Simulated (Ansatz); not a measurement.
Cr3C2 in space group Cmcm (No. 63; Cr on 4c, Cr on 8f, C on 4c, C on 4b), plane-wave PAW r²SCAN (Ansatz code), all energies at zero smearing, with the estimated change up to a 700 eV cutoff added, with one set of potentials and settings (totals compare only within such a set). Cell of 10 atoms (6 Cr, 4 C): -21302.383 eV.

```tsv
element	reference phase	E (eV/atom)
Cr	Im-3m, 2 atoms in the cell, spin-polarised	-3382.7158
C	P6_3/mmc, 4 atoms in the cell	-251.6711
```

Formation energy per atom, worked out: (-21302.383 − 6×(-3382.7158) − 4×(-251.6711))/10 = 0.060 eV/atom (6 kJ per mol of atoms), at 0 K, without zero-point energy or fitted corrections.

The workflow started from a Materials Project entry (that database holds measured and hypothetical structures alike); the Crystallography Open Database copy checked does not list it. COD files the formula under space group No. 62. Its standing as an ambient phase is unchecked. The r²SCAN relaxation kept the symmetry of its start; its stability against distortions is not shown here. No spin polarisation was allowed. The references are the lowest solids computed at this level, not always the standard phases.

Potentials: the later of the program's two PAW sets.
